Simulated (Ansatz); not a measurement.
## Surface calculation: hcp Y (0001), 5 layers

The slab is cut from the hcp crystal, the stable phase, as relaxed on PAW files (32.92 Å³/atom), with 16 Å of vacuum and a dipole correction:

```xyz
5
Lattice="3.6526 0.0000 0.0000 -1.8263 3.1633 0.0000 0.0000 0.0000 27.3984" Properties=species:S:1:pos:R:3 pbc="T T T"
Y     0.0000    0.0000    8.0000
Y     0.0000    2.1088   10.8496
Y     0.0000    0.0000   13.6992
Y     0.0000    2.1088   16.5488
Y     0.0000    0.0000   19.3984
```

Computed with Ansatz 0.2.0; functional PBE, scalar-relativistic. Settings: a Γ-centred 13×13×1 k mesh, Fermi–Dirac smearing of 0.1 eV, no spin polarisation. Methods: LAPW: all electrons, basis error target 1 meV/atom; PAW: frozen-core files, cutoff 420 eV.

The bulk energy comes from a cell in the slab's orientation on a 13×13×7 mesh. The surface energy is (E(slab) − N·E(bulk))/2A at zero smearing, the mean of both faces; thin slabs carry quantum-size effects.

The cell is 1×1, so reconstructions are forbidden, and in slabs of four or five layers the relaxations can be far larger than at a real surface. The program warned of electron density in the middle of the vacuum in some runs, so work functions there carry some error.

As cut, the LAPW slab lies 1.460 eV above 5 atoms of bulk. What surface energy is that?

Over two faces of 11.55 Å² it is 63.2 meV/Å², and times 16.02 J/m² per eV/Å² that gives γ = 1.012 J/m².

```csv
method,γ as cut (J/m²),γ relaxed (J/m²),Φ as cut (eV),Φ relaxed (eV)
LAPW,1.012,1.003,3.37,3.35
```

How do the spacings between the planes relax?

From the bottom face up: d12 -2.7 % of 2.850 Å, d23 +0.7 % of 2.850 Å, d34 +0.7 % of 2.850 Å, d45 -2.7 % of 2.850 Å.

What changes if the vacuum is set to 13 Å?

LAPW then gives: no gap, work function 3.35 eV; PAW: no gap, work function 3.35 eV. The program warns that the vacuum is too thin.

What changes if the images along the normal are cut off in place of the dipole correction?

LAPW then gives: no gap, work function 3.35 eV; PAW: no gap, work function 3.35 eV.

A 3d core hole is made on one atom of each kind in every 1×1 cell (PAW hole dataset, neutral cell, valence without spin). What does it cost by layer?

layer 1 155.30 eV, layer 2 154.86 eV, layer 3 154.99 eV. Shifts between layers mean more than the absolute values, and a whole layer of holes screens otherwise than one hole.

In the relaxed 1×1 cell, replace the outer, then the middle Y by Zr, which changes a whole layer. What shift does this Z+1 picture give?

E(outer) − E(middle) = +0.37 eV by LAPW and +0.37 eV by PAW; a positive value puts the surface line at higher binding energy.
